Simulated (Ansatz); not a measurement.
Input and command of a plane-wave DFT calculation in Ansatz:

```yaml
crystal:
  lattice:
    - [2.997509, 0.0, 0.0]
    - [0.0, 2.997509, 0.0]
    - [0.0, 0.0, 2.997509]
  atoms:
    - { symbol: Al, position: [-0.0208506463, 0.0, 0.0] }
    - { symbol: Cu, position: [0.5, 0.5, 0.5] }
basis:
  ecutwfc: 420
kpoints:
  mp_grid: { grid: [16, 16, 16] }
hamiltonian:
  xc: pbesol
scf:
  occupations: { method: gaussian, width: 0.15 }
output:
  forces: true
  stress: true
  eigenvalues: true
```

```bash
ansatz run input.yaml --threads 1 --pin off --max-ram 2560MiB --backend cpu --events-out ev --progress --plain --runs-dir out
```

Processor: Intel(R) Xeon(R) Platinum 8259CL CPU @ 2.50GHz (Skylake/Cascade Lake), 1 thread, on a host shared with other jobs.

Problem. How long does it run, and how much memory does it take?

Solution. About 15 s on 1 thread of Intel(R) Xeon(R) Platinum 8259CL CPU @ 2.50GHz (Skylake/Cascade Lake) (shared host), peak memory 0.5 GiB. It solves 15 bands at 405 k points (the mesh reduced by symmetry) with about 515 plane waves, in 6 SCF iterations.
